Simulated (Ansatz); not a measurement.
This cell of ZnO (wurtzite) is off equilibrium:

```
ZnO
1.0
    3.27960     0.00000     0.00000
   -1.63980     2.84021     0.00000
    0.00000     0.00000    10.58661
Zn O
4 4
Direct
  0.66794   0.33588   0.00108
  0.66540   0.33079   0.50108
  0.33346   0.66692   0.25108
  0.33321   0.66642   0.75108
  0.66619   0.33239   0.31152
  0.66714   0.33428   0.81152
  0.32747   0.65493   0.06152
  0.33920   0.67840   0.56152
```

The numbers are results of PBE (plane waves to 420 eV, PAW, scalar-relativistic; Ansatz, a program for electronic structure), not measurements. k mesh 12×12×3 (Γ-centred), Fermi-Dirac smearing 0.05 eV. Stress and pressure are positive under compression. ZnO was relaxed with its symmetry unable to fall.

**Question.** Predict the force on every atom, in eV/Å.

**Answer.** 
```json
[
 {"atom": "Zn1", "Fx": "0.000", "Fy": "-0.226", "Fz": "-0.012"},
 {"atom": "Zn2", "Fx": "0.000", "Fy": "0.275", "Fz": "-0.013"},
 {"atom": "Zn3", "Fx": "0.000", "Fy": "-0.025", "Fz": "-0.002"},
 {"atom": "Zn4", "Fx": "0.000", "Fy": "0.025", "Fz": "-0.002"},
 {"atom": "O5", "Fx": "0.000", "Fy": "0.024", "Fz": "-0.001"},
 {"atom": "O6", "Fx": "0.000", "Fy": "-0.022", "Fz": "-0.001"},
 {"atom": "O7", "Fx": "0.000", "Fy": "0.258", "Fz": "0.014"},
 {"atom": "O8", "Fx": "0.000", "Fy": "-0.308", "Fz": "0.016"}
]
```

(A displaced cell: forces are minus the slopes of the energy, force constants its curvatures, and phonons follow from these.)
